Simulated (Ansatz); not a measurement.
Relaxed BN (zinc blende):

```yaml
crystal:
  lattice:
    - [0.00000, 3.62472, 3.62472]
    - [1.81236, 0.00000, 1.81236]
    - [1.81236, 1.81236, 0.00000]
  atoms:
    - { symbol: N, position: [0.37500, 0.75000, 0.75000] }
    - { symbol: N, position: [0.87500, 0.75000, 0.75000] }
    - { symbol: B, position: [0.00000, 0.00000, 0.00000] }
    - { symbol: B, position: [0.50000, 0.00000, 0.00000] }
```

A phonon eigenvector at L = (0.5, 0.0, 0.0) is frozen into this cell: atom i moves by Q times the vector below, so Q is the largest atomic displacement, in Å. The cell is held. (q is in reciprocal vectors of the primitive cell; the cell shown is doubled to hold the pattern.)

```tsv
atom	x	y	z
N1	0.256	-0.256	-0.256
N2	-0.256	0.256	0.256
B3	0.577	-0.577	-0.577
B4	-0.577	0.577	0.577
```

Level of theory: PBE (plane waves to 420 eV, PAW, scalar-relativistic; Ansatz, a first-principles code). k mesh 8×16×16 (Γ-centred), Fermi-Dirac smearing 0.05 eV. BN was relaxed with its symmetry unable to fall.

At one point of the scan the forces (eV/Å) are:

| atom | Fx | Fy | Fz |
|---|---|---|---|
| N1 | -3.276 | 3.276 | 3.276 |
| N2 | 2.054 | -2.054 | -2.054 |
| B3 | -4.237 | 4.237 | 4.237 |
| B4 | 5.458 | -5.458 | -5.458 |

Q: Which point is it?
A. Q = 0.030 Å
B. Q = 0.090 Å
C. Q = 0.180 Å
D. Q = 0.150 Å

A: C, Q = 0.180 Å

(A displaced cell: forces are minus the slopes of the energy, force constants its curvatures, and phonons follow from these.)
